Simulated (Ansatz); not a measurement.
SiGe:
```yaml
crystal:
  lattice:
    - [3.59543, 0.00000, 0.00000]
    - [-1.79772, 3.11374, 0.00000]
    - [0.00000, 0.00000, 3.28031]
  atoms:
    - { symbol: Ge, position: [0.00000, 0.00000, 0.00000] }
    - { symbol: Si, position: [0.66667, 0.33333, 0.50000] }
```

This is the PBE-relaxed structure.

Task: All from plane-wave PAW PBE (Ansatz code), unless another level is named. Give the electronic character.

Result: metallic (no gap).

Task: And the density of states at the Fermi level?

Result: 0.44 states/eV per atom (mean over ±0.08 eV).

Task: Predict the formation energy from the elements (no fitted shifts).

Result: 0.42 eV/atom.

Space group P-6m2. A made-up cell: these elements were put on the sites of a structure type; neither database checked (COD, Materials Project) lists it. Whether it is the stable phase at ambient conditions was not checked. The cell was relaxed with PBE under the symmetry of its start; whether a distortion lowers the energy is not shown. The references are the lowest solids computed at this level, not always the standard phases. Scalar-relativistic: spin–orbit coupling is off unless named, which matters more the heavier the elements.

Potentials: the later of the program's two PAW sets.
